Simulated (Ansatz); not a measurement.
A geometry of Rh away from equilibrium: step 14 of the relaxation of a generated trial cell of Rh in the AFLOW prototype A_tI4_139_e (as in Si). These are PBE (plane waves to 420 eV, PAW, scalar-relativistic; Ansatz, a quantum-chemistry and plane-wave program) values and carry that method's errors. Γ-centred k-mesh 15×15×15 on the run's cell (coarser than for final values), Fermi–Dirac smearing 0.05 eV.

```xyz
2
Lattice="-1.4214 1.4214 3.8556 1.4214 -1.4214 3.8556 1.4214 1.4214 -3.8556" Properties=species:S:1:pos:R:3:forces:R:3 pbc="T T T" free_energy=-12804.966 pressure_GPa=8.5
Rh     0.0000     0.0000     6.5676    0.0000    0.0000   -0.3687
Rh     0.0000     0.0000     1.1437    0.0000    0.0000    0.3687
```

Positions in Å, forces in eV/Å, free energy of the cell in eV (comparable only within this code, potentials and settings). Largest force: 0.37 eV/Å, on Rh1, Rh2 (atoms numbered as listed); the geometry lies 0.11 eV/atom above the end of its relaxation.

No spin polarisation in the result.

The run could not lose the symmetry of its start, so the end can be a saddle point.

The end of the path is a generated cell of Rh: the first start was made by placing the elements on the sites of a structure type, and the end was not matched to a known phase here, so it may be hypothetical. Known forms of Rh include space group No. 225.
